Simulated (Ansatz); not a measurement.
One crystal and one scan (generalised stacking-fault energy along a line) at two levels, r2SCAN (plane waves to 500 eV, PAW, scalar-relativistic; Ansatz, a program for electronic structure) and PBE (plane waves to 420 eV, PAW, scalar-relativistic; Ansatz), each from its own relaxed cell and on its own mesh. The cell shown is that of r2SCAN.

Generalised stacking fault of HfC (rock salt) on the {100} plane. The cell below holds the perfect crystal with the plane normal along z; tilting its third vector by the shift puts one fault into each cell, between planes 2.32 Å apart, at fixed cell height.

```
CELL_PARAMETERS angstrom
      3.28147     0.00000     0.00000
      0.00000     3.28147     0.00000
      1.64074     1.64074     6.96105
ATOMIC_POSITIONS crystal
  C  0.00000 0.00000 0.83333
  C  0.33333 0.33333 0.16667
  C  0.66667 0.66667 0.50000
  Hf 0.50000 0.50000 0.83333
  Hf 0.83333 0.83333 0.16667
  Hf 0.16667 0.16667 0.50000
```

In-plane vectors a = (3.281, 0.000) Å, b = (0.000, 3.281) Å, area 10.77 Å². The shift is s times the vector a (length 3.281 Å), so s = 1 restores the start. The shift is rigid: no atom relaxes. γ = [E(shift) − E(0)] / area.

E is the zero-smearing estimate. HfC is run without spin polarisation. HfC was relaxed with its symmetry unable to fall. Spin-orbit coupling is left out, though Hf is heavy. Faults lie only 7.0 Å apart, and holding the cell height and the atoms raises γ above its relaxed value. With partly filled bands, the k mesh leaves noise in γ, roughly 0.02 J/m² as judged from a few cases. Percentages come from the unrounded values. Both scans cover s from 0.000 to 0.917.

Results of r2SCAN:

```
Item                                                                                  Result
------------------------------------------------------------------  ------------------------
Lattice constant a (Å)                                                                 4.641
Highest computed γ on the line (J/m²)                                                   3.98
Steepest slope dγ/d(shift) before the first maximum (spline) (GPa)                        39
Position of the highest point                                                      s = 0.500
Local minima between the ends                                       no computed point is one
```

Q: Estimate the PBE values.

A: 
```
quantity                                                              PBE     r2SCAN − PBE
------------------------------------------------------------------  -----  ---------------
Lattice constant a (Å)                                              4.652  -0.011 (-0.2 %)
Highest computed γ on the line (J/m²)                                3.71   +0.27 (+7.0 %)
Steepest slope dγ/d(shift) before the first maximum (spline) (GPa)     36        +3 (+8 %)
```

r2SCAN gives the higher value for: highest computed γ on the line; steepest slope dγ/d(shift) before the first maximum. r2SCAN gives the lower value for: lattice constant a. Both give the same position of the highest point: s = 0.500. Neither level is exact: the differences show how much the result hangs on the functional.

(The slope of γ gives the shear force per area between the displaced halves; near zero shift its curvature is an elastic stiffness.)
